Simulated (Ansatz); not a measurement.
A geometry of Ni away from equilibrium: step 2 of the relaxation of a relaxed Ni cell, doubled along one cell vector, shaken by Gaussian noise of σ = 0.08 Å a coordinate. Level of theory: PBE (plane waves to 420 eV, PAW, scalar-relativistic; Ansatz, an electronic-structure program). Γ-centred k-mesh 8×16×16 on the run's cell (coarser than for final values), Fermi–Dirac smearing 0.05 eV.

```xyz
2
Lattice="-0.0007 3.5198 3.5136 1.7614 -0.0010 1.7575 1.7595 1.7587 0.0009" Properties=species:S:1:pos:R:3:forces:R:3 pbc="T T T" free_energy=-11679.421 pressure_GPa=0.8
Ni     1.7510     1.8221     1.7092   -0.3338   -0.0730    0.4643
Ni     1.6919     3.4736     3.5870    0.3338    0.0730   -0.4643
```

Positions in Å, forces in eV/Å, free energy of the cell in eV (comparable only within this code, potentials and settings). Largest force: 0.58 eV/Å, on Ni1, Ni2 (atoms numbered as listed); the geometry lies 0.02 eV/atom above the end of its relaxation.

Spin-polarised start, with parallel moments on Ni.

Spin state reached: ferromagnetic (net 0.63 μB/atom), from parallel starting moments; other spin orders were not run from this start.

The run could not lose the symmetry of its start.
